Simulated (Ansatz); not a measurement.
Free-standing sheet of PtS₂, relaxed with PBE+D3(BJ):

```yaml
crystal:
  lattice:
    - [3.54144, 0.00000, 0.00000]
    - [-1.77072, 3.06697, 0.00000]
    - [0.00000, 0.00000, 30.82549]
  periodic: [true, true, false]
  atoms:
    - { symbol: S, position: [0.66667, 0.33333, 0.45972] }
    - { symbol: Pt, position: [0.00000, 0.00000, 0.50000] }
    - { symbol: S, position: [0.33333, 0.66667, 0.54028] }
```

All runs: Ansatz, plane waves and PAW. First level: PBE+D3(BJ), scalar-relativistic. Settings: cutoff 420 eV, Γ-centred mesh 9×9×1 on the computed 3-atom cell, Gaussian smearing of 0.02 eV; no spin polarisation. The sheet is isolated along c (Coulomb cut-off).

```yaml
Band_gap_on_the_sampled_k_points: 1.82 eV
Least_direct_gap: 1.92 eV
Ionisation_potential_from_the_Kohn-Sham_band_edge: 6.36 eV
Electron_affinity_from_the_Kohn-Sham_band_edge: 4.54 eV
```

Q: What does PBE+D3(BJ) with spin-orbit coupling give at the same atoms (9×9×1 mesh, 420 eV)?

A: Band gap on the sampled k points 1.77 eV; least direct gap 1.83 eV; ionisation potential from the Kohn-Sham band edge 6.29 eV; electron affinity from the Kohn-Sham band edge 4.51 eV.

Spin-orbit coupling narrows the gap by 0.04 eV: against the vacuum the valence top moves by +0.07 eV and the conduction bottom by +0.03 eV.
